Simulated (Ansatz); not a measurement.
The relaxed structure here is a generated cell of CsPbCl3: the first start was made by a random draw of sites in a space group, and the end was not matched to a known phase here, so it may be hypothetical. Known forms of CsPbCl3 include space group No. 221.

One stationary structure of CsPbCl$_{3}$. Method: r2SCAN (plane waves to 500 eV, PAW, scalar-relativistic; Ansatz, an electronic-structure program).

```
CELL_PARAMETERS angstrom
      4.03439     2.32926     6.34943
     -4.03439     2.32926     6.34943
      0.00000    -4.65851     6.34943
ATOMIC_POSITIONS crystal
  Cl 0.31148 0.18852 0.75000
  Cl 0.75000 0.31148 0.18852
  Cl 0.18852 0.75000 0.31148
  Cl 0.68852 0.81148 0.25000
  Cl 0.25000 0.68852 0.81148
  Cl 0.81148 0.25000 0.68852
  Cs 0.75000 0.75000 0.75000
  Cs 0.25000 0.25000 0.25000
  Pb 0.50000 0.50000 0.50000
  Pb 0.00000 0.00000 0.00000
```

**Question.** Determine the symmetry and give the standard cell with its independent sites.

**Answer.** Space group R-3c, hexagonal axes (No. 167); a = b = 8.0688 Å, c = 19.0483 Å, α = β = 90.00°, γ = 120.00°

```
atom  site  symmetry       x       y       z
----  ----  --------  ------  ------  ------
Cl     18e        .2  0.5615  0.5615  0.2500
Cs      6a        32  0.0000  0.0000  0.2500
Pb      6b       -3.  0.0000  0.0000  0.0000
```

**Question.** Give the shortest distances between elements (the closest pairs, up to four, under 3.6 Å).

**Answer.** Cl–Pb 2.86 Å; Cl–Cs 3.54 Å.

* **Volume per atom**: 35.80 Å³
* **Band gap**: 2.68 eV, direct at Γ (no spin-orbit coupling)

No spin polarisation in the result. Spin-orbit coupling is missing; with elements this heavy it can move band edges by tenths of an eV or more.

The run could not lose the symmetry of its start, so the end can be a saddle point.
